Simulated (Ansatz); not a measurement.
# Relaxation of Ga8As7Se

All numbers below come from DFT LDA, scalar-relativistic, plane waves, PAW (Ansatz 0.2.0). (420 eV cutoff, 3×3×3 k-mesh, Gaussian smearing of 0.02 eV, collinear spin)

What was changed: Se on a As site (Wyckoff letter c), charge +0, atoms relaxed at the host's cell.

The starting moments were lost, and the run ended without a moment.

In a supercell of 16 atoms the defect feels its periodic images, and the cell reads as a metal on the mesh, so a level in the gap can't be told from a carrier in the bands.

Command:

```bash
ansatz run input.yaml --threads 4 --pin off --max-ram 8192MiB --backend cpu --events-out ev --progress --plain --runs-dir out
```

Input:

```yaml
crystal:
  lattice:
    - [0.0, 5.6033815718, -5.6033815718]
    - [5.6033815718, 5.6033815718, 0.0]
    - [5.6033815718, 0.0, -5.6033815718]
  atoms:
    - { symbol: Ga, position: [0.5, 0.0, 0.5] }
    - { symbol: Ga, position: [0.5, 0.5, 0.5] }
    - { symbol: Ga, position: [-0.0074786155, 0.00018203, 0.5048826171], spin: 0.2 }
    - { symbol: Ga, position: [0.0, 0.5, 0.5] }
    - { symbol: Ga, position: [0.4788943555, 0.0147042644, 0.0160466601], spin: 0.2 }
    - { symbol: Ga, position: [0.5, 0.5, 0.0] }
    - { symbol: Ga, position: [0.0213546039, -0.0132900862, -0.0049210844], spin: 0.2 }
    - { symbol: Ga, position: [0.0036493702, 0.4950632535, 0.0049916463], spin: 0.2 }
    - { symbol: Se, position: [0.1054395904, 0.1315486011, 0.1301866995], spin: 0.2 }
    - { symbol: As, position: [0.125, 0.625, 0.125] }
    - { symbol: As, position: [0.625, 0.125, 0.125] }
    - { symbol: As, position: [0.625, 0.625, 0.125] }
    - { symbol: As, position: [0.125, 0.125, 0.625] }
    - { symbol: As, position: [0.125, 0.625, 0.625] }
    - { symbol: As, position: [0.625, 0.125, 0.625] }
    - { symbol: As, position: [0.625, 0.625, 0.625] }
  host:
    lattice:
      - [0.0, 2.8016907859, 2.8016907859]
      - [2.8016907859, 0.0, 2.8016907859]
      - [2.8016907859, 2.8016907859, 0.0]
    atoms:
      - { symbol: Ga, position: [0.0, 0.0, 0.0] }
      - { symbol: As, position: [0.75, 0.75, 0.75] }
basis:
  ecutwfc: 420
  xc_grid: 2
kpoints:
  mp_grid: { grid: [3, 3, 3], shift: [0.0, 0.0, 0.0] }
hamiltonian:
  xc: lda
scf:
  occupations: { method: gaussian, width: 0.02 }
output:
  forces: true
  stress: false
  eigenvalues: true
  populations: true
  charged_corrections:
    defect_position: [0.125, 0.125, 0.125]
    epsilon: [[15.8256, 0.0, 0.0], [0.0, 15.8256, 0.0], [0.0, 0.0, 15.8256]]
  write_density: true
  write_potential: true
  elf: true
  volumetric_format: npy
magnetization:
  spin_polarized: true
relax:
  adjacent_minimum: "off"
  f_tol: 0.025
  max_steps: 45
```

F is the free energy.

Steps:

| step | F − F(1) (eV) | largest force component (eV/Å) |
| --- | --- | --- |
| 1 | 0.0000 | 1.511 |
| 2 | -0.4779 | 0.267 |
| 3 | -0.5043 | 0.014 |
| 4 | -0.5043 | 0.014 |

Relaxed structure:

```yaml
crystal:
  lattice:
    - [0.00000, 5.60338, -5.60338]
    - [5.60338, 5.60338, 0.00000]
    - [5.60338, 0.00000, -5.60338]
  atoms:
    - { symbol: Ga, position: [0.49939, 0.99839, 0.50194] }
    - { symbol: Ga, position: [0.49928, 0.50073, 0.50191] }
    - { symbol: Ga, position: [0.99382, 0.99573, 0.51507] }
    - { symbol: Ga, position: [0.99639, 0.50101, 0.50238] }
    - { symbol: Ga, position: [0.51065, 0.99647, 0.99784] }
    - { symbol: Ga, position: [0.49938, 0.50056, 0.99995] }
    - { symbol: Ga, position: [0.99524, 0.99552, 0.99680] }
    - { symbol: Ga, position: [0.99422, 0.51311, 0.99731] }
    - { symbol: Se, position: [0.12298, 0.12532, 0.12709] }
    - { symbol: As, position: [0.12551, 0.62314, 0.12850] }
    - { symbol: As, position: [0.62265, 0.12675, 0.12815] }
    - { symbol: As, position: [0.62169, 0.62389, 0.12813] }
    - { symbol: As, position: [0.12556, 0.12718, 0.62435] }
    - { symbol: As, position: [0.12542, 0.62333, 0.62481] }
    - { symbol: As, position: [0.62136, 0.12692, 0.62525] }
    - { symbol: As, position: [0.62333, 0.62515, 0.62671] }
```

It takes space group Cm (No. 8, monoclinic). Conventional cell: a = 13.725 Å, b = 7.924 Å, c = 7.924 Å, α = 90.00°, β = 125.26°, γ = 90.00°. Ga (site symmetry 1) has 4 As at 2.41 to 2.42 Å as nearest neighbours. Around Ga (site symmetry m) lie 4 As at 2.42 Å. Ga (site symmetry 1) is surrounded by 3 As at 2.41 Å and 1 Se at 2.51 Å. Around Ga (site symmetry m) lie 4 As at 2.41 to 2.42 Å. Ga (site symmetry m) is surrounded by 3 As at 2.41 Å and 1 Se at 2.51 Å. Ga (site symmetry m) has 3 As at 2.41 Å and 1 Se at 2.51 Å as nearest neighbours. Se (site symmetry m) has 4 Ga at 2.51 Å as nearest neighbours. As (site symmetry 1) is surrounded by 4 Ga at 2.41 to 2.42 Å.

The run converged. The run took 4.4 min on 4 threads of Intel(R) Xeon(R) Processor @ 2.10GHz (Emerald Rapids), on a shared host, peak memory 1.9 GiB.